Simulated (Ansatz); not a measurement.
AlNiB, a known structure type with other elements, at an estimated volume

```
Ni Al B
1.0
     3.01298    0.00000    0.00000
     1.50649   -6.54332    0.00000
     0.00000    0.00000   -2.91925
Ni Al B
2 2 2
Cartesian
  3.0130 -1.1775 -2.1894
  1.5065 -5.3658 -0.7298
  1.5065 -2.6097 -0.7298
  3.0130 -3.9336 -2.1894
  1.5065 -0.4646 -0.7298
  3.0130 -6.0787 -2.1894
```

Method: r2SCAN, no spin polarisation; PAW, plane waves to 500 eV, 8×8×8 Γ-centred mesh, fermi-dirac occupations (width 0.0273 eV) (Ansatz 0.2.0), atoms fixed.

Problem. Is the cell too large or too small?

Solution. The pressure is 13.2 GPa (compression positive), so with the atoms held at these fractions the cell would first expand; the forces are large, so a full relaxation may end otherwise. The principal stresses 10.5, 13.6, 15.5 GPa differ, so its shape would change too.

Problem. Which element gives electrons and which takes them?

Solution. Bader charges in e: Al +0.92, Ni -0.20, B -0.72. In the mean Al gives up most and B takes most.

Problem. Is there a gap?

Solution. It is a metal, with about 2.5 states/eV a cell as the mean within 0.25 eV of the Fermi level, mostly Ni d (45 %), B p (20 %) and Al p (15 %).

Problem. Is it stable against the elements?

Solution. 0.01 eV an atom against the elements' usual phases (free molecules for gases, crystals otherwise, with no correction for O₂ or N₂), too near zero to call. Relaxing would lower it.

Origin: a known structure type with other elements, at an estimated volume, so it need not be a known compound. Caveats: no spin polarisation, so a magnetic state may lie lower.
